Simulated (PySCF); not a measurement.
PySCF single point, B3LYP/6-31G*, density fitting, COSMO implicit tetrahydrofuran (electrostatics alone), on boron oxyfluoride, BOF (SMILES O=BF), charge 0, multiplicity 1.

```python
from pyscf import gto, scf, dft
mol = gto.M(atom='''
F     -1.234613     0.000567     0.000000
B      0.047245    -0.000597     0.000000
O      1.234613     0.000597    -0.000000
''', basis='6-31G*', charge=0, spin=0, verbose=3)
mf = dft.RKS(mol, xc='B3LYP')
mf = mf.density_fit()
mf = mf.PCM()
mf.with_solvent.method = 'COSMO'
mf.with_solvent.eps = 7.6
mf.max_cycle = 100
e = mf.kernel()
print('converged', mf.converged)
print('E_total', e)
print('nao', mol.nao)
print('HOMO', mf.mo_energy[mf.mo_occ > 0].max())
mf.dip_moment()
```

It prints:

```

WARN: PCM is an experimental feature. It is still in testing.
Features and APIs may be changed in the future.

converged SCF energy = -199.999718213941
converged True
E_total -199.99971821394072
nao 42
HOMO -0.3589638642070184
Dipole moment(X, Y, Z, Debye): -2.25304, -0.00456, -0.00000
```

The total energy is -5442.27 eV, -0.11 eV from the same level's vacuum run.
